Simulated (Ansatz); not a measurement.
Input:

HfSi₂:
Space group Cmcm (No. 63); a = 3.6511 Å, b = 14.3444 Å, c = 3.6359 Å, α = β = γ = 90.00°

```csv
atom,site,symmetry,x,y,z
Si,4c,m2m,0.0000,0.0553,0.2500
Si,4c,m2m,0.0000,0.2499,0.7500
Hf,4c,m2m,0.0000,0.3953,0.2500
```
(The calculation used a cell of 6 atoms; values per cell refer to that cell.)

This is the PBEsol-relaxed structure.

Q: All from DFT-PBEsol in the program Ansatz with PAW potentials, unless another level is named. Predict the electronic character.

A: metallic (no gap).

Q: Give the formation energy from the elements (no fitted shifts).

A: -0.66 eV/atom.

Q: And the density of states at the Fermi level?

A: 0.21 states/eV per atom (mean over ±0.08 eV).

The cell was relaxed with PBEsol under the symmetry of its start. The run is not spin-polarised. The references are the lowest solids computed at this level, not always the standard phases. Scalar-relativistic: spin–orbit coupling is off unless named, which matters more the heavier the elements.

Potentials: the later of the program's two PAW sets.
